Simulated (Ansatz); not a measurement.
PbO₂:
```yaml
crystal:
  lattice:
    - [4.97584, 0.00000, 0.00000]
    - [0.00000, 4.97584, 0.00000]
    - [0.00000, 0.00000, 3.35932]
  atoms:
    - { symbol: Pb, position: [0.00000, 0.00000, 0.00000] }
    - { symbol: Pb, position: [0.50000, 0.50000, 0.50000] }
    - { symbol: O, position: [0.30762, 0.30762, 0.00000] }
    - { symbol: O, position: [0.19238, 0.80762, 0.50000] }
    - { symbol: O, position: [0.69238, 0.69238, 0.00000] }
    - { symbol: O, position: [0.80762, 0.19238, 0.50000] }
```

Relaxed with HSE06. Special points in fractions of this cell's reciprocal vectors: Γ (0.000, 0.000, 0.000); X (0.000, 0.500, 0.000); M (0.500, 0.500, 0.000); Z (0.000, 0.000, 0.500); R (0.000, 0.500, 0.500); A (0.500, 0.500, 0.500).

Question: List the band energies nearest the valence-band maximum at these points for the program Ansatz at the HSE06 level (PAW).

Answer: In eV from the valence-band maximum; about four levels below and three above (degenerate sets whole), none deeper than 8.9 eV; … stands for higher levels left out; points with the same levels are listed once.

```csv
k,below,above
Γ,-0.71 -0.71 -0.40 -0.40 -0.12,0.28 6.26 …
X,-0.48 -0.48 -0.43 -0.43,4.03 4.03 …
M,-0.76 -0.76 -0.46 -0.46,4.56 4.56 …
Z,-1.43 -1.43 -1.07 -1.07,5.65 5.65 …
R,-1.05 -1.05 0.00 0.00,5.98 5.98 …
A,-0.86 -0.86 -0.82 -0.82,4.56 4.56 …
```

Space group P4_2/mnm (rutile). The cell was relaxed with HSE06 under the symmetry of its start. The hybrid was solved on a coarse mesh, the path and, where they were found, the r²SCAN edge points; its band edges are the extreme levels among these. Scalar-relativistic: spin–orbit coupling is off unless named, which matters more the heavier the elements.

Potentials: the later of the program's two PAW sets.
